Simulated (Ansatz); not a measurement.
CoSi2 (fluorite or antifluorite type, space group No. 225) at seven volumes, plane-wave PAW r²SCAN (Ansatz code), scaled uniformly. One row is withheld.

```csv
V (Å³/atom),P (GPa)
11.386,22.87
11.761,?
12.136,6.40
12.512,-0.01
12.887,-5.46
13.262,-10.06
13.638,-13.94
```

Q: Fit the shown pressures and predict the withheld one.

A: P = (3/2)B₀(x^(7/2) − x^(5/2))[1 + (3/4)(B′ − 4)(x − 1)] with x = (V₀/V)^(2/3). Least squares on the six rows gives V₀ = 12.511 Å³/atom, B₀ = 196 GPa, B′ = 4.50. At V = 11.761, x = 1.0421 and P = 13.93 GPa. The run itself gave 13.96 GPa.

Space group Fm-3m (fluorite or antifluorite type). Symmetry was held in the r²SCAN relaxation. The workflow began spin-polarised and lost its moments.

Potentials: the later of the program's two PAW sets.
